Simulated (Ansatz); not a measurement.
Data:

Relaxed MgS (rock salt):

```xyz
4
Lattice="0.0000 5.2297 5.2297 2.6148 0.0000 2.6148 2.6148 2.6148 0.0000" Properties=species:S:1:pos:R:3 pbc="T T T"
S      0.0000     0.0000     0.0000
S      0.0000     2.6148     2.6148
Mg     2.6148     2.6148     2.6148
Mg     2.6148     5.2297     5.2297
```

In this cell atom 2 (S, nearest neighbour Mg at 2.615 Å; its periodic images, 3.7 Å or more away, move with it) is moved by s along Cartesian x, unit vector (1.000, 0.000, 0.000); all other atoms and the cell stay fixed.

All values below come from PBE (plane waves to 420 eV, PAW, scalar-relativistic; Ansatz, a quantum-chemistry and plane-wave program). k mesh 9×9×9 (Γ-centred), Fermi-Dirac smearing 0.05 eV. The energy includes the smearing's −TS. MgS was relaxed with its symmetry unable to fall. The zero of ΔE is the undisplaced structure.

The scan covers s from -0.260 to 0.260 Å in 11 points.

Question: Is the energy the same for equal positive and negative displacements?

Answer: Even: the same for both signs. With its periodic images moving along, the atom's site symmetry in this cell is -3m.

Question: What force acts on the atom along the line at s = -0.260 Å?

Answer: 1.34 eV/Å.

Question: What is the force constant k = d²E/ds² of this move at s = 0?

Answer: 4.05 eV/Å².

(For displaced atoms, the force is minus the slope of the energy, and its curvature is a force constant, which sets phonon frequencies.)
